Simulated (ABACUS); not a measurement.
**Relaxation of cell and atoms of TePb (Fm-3m, 2 atoms in the cell; from Materials Project mp-19717) at several settings**

```yaml
crystal:
  lattice:
    - [0.00000, 3.27089, 3.27089]
    - [3.27089, 0.00000, 3.27089]
    - [3.27089, 3.27089, 0.00000]
  atoms:
    - { symbol: Te, position: [0.00000, 0.00000, 0.00000] }
    - { symbol: Pb, position: [0.50000, 0.50000, 0.50000] }
```

Base: PBE, PseudoDojo 0.5 standard norm-conserving PBE (tails mended) pseudopotentials run with ABACUS. Its settings: KPT = Gamma 5 5 5 0 0 0; basis_type = pw; ecutwfc = 82.3 Ry; smearing_method = gaussian; smearing_sigma = 0.00146997 Ry; potentials = PseudoDojo 0.5 standard norm-conserving PBE (tails mended); symmetry = 1; symmetry_prec = 1e-05; ks_solver = dav_subspace; scf_nmax = 100; scf_thr = 1.0e-09 Ry; mixing_type = broyden. Starting volume 34.99 Å³ per atom.

Each line gives the change from the base single point and the result:

- calculation: scf → cell-relax; relax_method: default → cg; relax_nmax: default → 40; force_thr_ev: default → 0.02 eV/Å; stress_thr: default → 0.5 kbar: pressure 0.00 GPa; final cell a = 4.6415 Å, b = 4.6415 Å, c = 4.6415 Å, α = 60.00°, β = 60.00°, γ = 60.00°; final volume per atom 35.35 Å³; relaxation steps 3; free energy against the base single point -0.4 meV/atom.
- calculation: scf → cell-relax; relax_method: default → cg; relax_nmax: default → 40; force_thr_ev: default → 0.02 eV/Å; stress_thr: default → 0.5 kbar; press1: default → 20 kbar; press2: default → 20 kbar; press3: default → 20 kbar: pressure 1.96 GPa; final cell a = 4.5714 Å, b = 4.5714 Å, c = 4.5714 Å, α = 60.00°, β = 60.00°, γ = 60.00°; final volume per atom 33.78 Å³; relaxation steps 3; free energy against the base single point 8.8 meV/atom.
- calculation: scf → cell-relax; ecutwfc: 82.3 Ry → 115.2 Ry; relax_method: default → cg; relax_nmax: default → 40; force_thr_ev: default → 0.02 eV/Å; stress_thr: default → 0.5 kbar: pressure 0.00 GPa; final cell a = b = c = 4.642 Å, α = β = γ = 60.00°; final volume per atom 35.36 Å³; relaxation steps 3; free energy against the base single point -1.3 meV/atom.

Spin-orbit coupling is left out, which matters for bands and gaps with elements this heavy. The structure comes from a collection of computed structures, made at another level of theory; the collection holds predicted forms beside known ones.

“Tails mended”: in these copies of the files the far tail of each local potential was reset to the Coulomb form.
